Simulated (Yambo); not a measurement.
BSE-type run in Yambo on MgTiF6 (space group R-3, No. 148), at zero momentum.

Quantum ESPRESSO step (PBEsol, PseudoDojo standard norm-conserving files, scalar-relativistic):
```
&CONTROL
  calculation = 'nscf'
  pseudo_dir = './pseudo'
  outdir = './out'
/
&SYSTEM
  ibrav = 0
  nat = 8
  ntyp = 3
  ecutwfc = 84.0
  ecutrho = 336.0
  occupations = 'fixed'
  force_symmorphic = .true.
  nbnd = 74
/
&ELECTRONS
  conv_thr = 8e-09
  diago_full_acc = .true.
  diago_thr_init = 1e-08
/
ATOMIC_SPECIES
F 18.9984 F.upf
Mg 24.3050 Mg.upf
Ti 47.8670 Ti.upf
CELL_PARAMETERS angstrom
  2.608279896000   1.505891100000   4.444507000000
 -2.608279896000   1.505891100000   4.444507000000
  0.000000000000  -3.011782200000   4.444507000000
ATOMIC_POSITIONS crystal
F   0.671620000000   0.842457000000   0.242250000000
F   0.328380000000   0.157543000000   0.757750000000
F   0.242250000000   0.671620000000   0.842457000000
F   0.757750000000   0.328380000000   0.157543000000
F   0.842457000000   0.242250000000   0.671620000000
F   0.157543000000   0.757750000000   0.328380000000
Mg   0.500000000000   0.500000000000   0.500000000000
Ti   0.000000000000   0.000000000000   0.000000000000
K_POINTS automatic
4 4 4 0 0 0
```

Yambo input:
```
rim_cut
optics
bse
bss
dipoles
RandQpts= 1000000
RandGvec= 1 Ry
FFTGvecs= 40 Ry
BSKmod= "HF"
BSEmod= "resonant"
BSSmod= "hs"
BSENGexx= 15 Ry
BSENGBlk= 3 Ry
% KfnQP_E
 16.137 | 1.0 | 1.0 |
%
% BSEQptR
 1 | 1 |
%
% BSEBands
 15 | 39 |
%
% BEnRange
 0.0 | 29.9 | eV
%
% BDmRange
 0.15 | 0.15 | eV
%
BEnSteps= 598
% BLongDir
 1.0 | 0.0 | 0.0 |
%
BSHayTrs= -0.02
BSSNEig= 24
WRbsWF
```

From the report:

The dimension is k points × valence × conduction bands = 64 × 18 × 7 = 8064.
```
  [SLEPC] Approach                          : Krylov-Schur
  [SLEPC] Number of requested eigenvalues   :  24
  [SLEPC] Number of eigenvalues        [NEV]:  24
   [K] Dimension                                    :   8064
   [K] Bands                                        :   15   39
   [K] Exchange res                                 : yes
   [K] Correlation res                              : yes
   [K] W interaction is bare                        : yes
   [K] RL vectors exchange                          :   689
   [K] RL vectors correlation                       :   65
   [W] Matrix size                                  :   65
```
Lowest eigenvalues (eV; in brackets the number of states within 2 meV): 13.97 (1), 14.17 (2), 14.22 (1), 14.25 (1), 14.27 (2), 14.28 (2). They depend on the mesh, which isn't converged, and on the G0W0 scissor.

Geometry of the Materials Project entry, not relaxed at this level.

The structure is a Materials Project entry; no match was found in the copy of COD used, and its stability was not checked.
